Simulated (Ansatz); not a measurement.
Take a crystal in which Cs has been replaced by K on all its sites, with the cell rescaled by a rough guess (in some cases also distorted within its space group) and nothing relaxed:

```xyz
1
Lattice="2.5227 -3.9914 -0.0257 2.5227 3.9914 -0.0257 -2.1892 0.0000 4.0517" Properties=species:S:1:pos:R:3 pbc="T T T"
K    -1.0946    0.0000    2.0259
```

Method: DFT PBEsol, scalar-relativistic, plane waves, PAW in Ansatz 0.2.0.

Plane waves to 420 eV, a k mesh through Γ of 12×12×10 on the computed 1-atom cell and Gaussian smearing (0.10 eV); no spin polarisation.

**Question.** Will this cell want to expand or contract, and how hard?

**Answer.** The pressure is -0.4 GPa (positive in compression), so the cell would contract.

**Question.** Is it a metal on this mesh?

**Answer.** Yes, a band crosses the Fermi level.

This form isn't the element's structure at ambient conditions.